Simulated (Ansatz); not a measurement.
The elements of this relaxed trial crystal are hidden behind letters.

```
lattice vectors (Å)
  -4.1498    4.1498    4.1498
   4.1498   -4.1498    4.1498
   4.1498    4.1498   -4.1498
fractional positions
X 0.0000 0.5000 0.5000
X 0.5000 0.0000 0.5000
X 0.5000 0.5000 0.0000
Z 0.0000 0.0000 0.0000
Q 0.0000 0.2543 0.2543
Q 0.0000 0.7457 0.7457
Q 0.2543 0.0000 0.2543
Q 0.7457 0.0000 0.7457
Q 0.2543 0.2543 0.0000
Q 0.7457 0.7457 0.0000
```

Method: Ansatz, DFT PBE, scalar-relativistic, plane waves, PAW. Cutoff 420 eV, Γ-centred 6×6×6 mesh (10-atom cell), Gaussian smearing of 0.02 eV, no spin polarisation.

```
Space group                               : Im-3m (No. 229)
Conventional cell                         : a = 8.300 Å
Volume per atom                           : 28.58 Å³
Density                                   : 1.65 g/cm³
Energy over the elements                  : +0.286 eV/atom
Gap on the 6×6×6 mesh of the 10-atom cell : 1.76 eV
```

Energies are uncorrected and count from the elements' standard states at the same level.

**Question.** X is an s-block element of period 3, Z is a p-block element of period 6 and Q is an s-block element of period 1. Which elements are they?

**Answer.** X = Na, Z = Bi, Q = H, so the formula is Na3BiH6. Density times volume gives a mean mass of 1.65 × 28.58/1.6605 = 28.4 u per atom, and this set has 28.4 u. Around Na lie 2 H at 2.04 Å; Bi has 6 H at 2.11 Å; H is surrounded by 1 Na at 2.04 Å and 1 Bi at 2.11 Å. Other sets within the hints have nearly the same mass, so mass alone doesn't settle it; this one was computed.

Spin–orbit coupling, which can matter for Bi, is left out. Kohn–Sham gaps at this level usually fall short of measured ones. The missing spin–orbit coupling can work the other way here. Symmetry constrained the relaxation, so the result can be a saddle point.
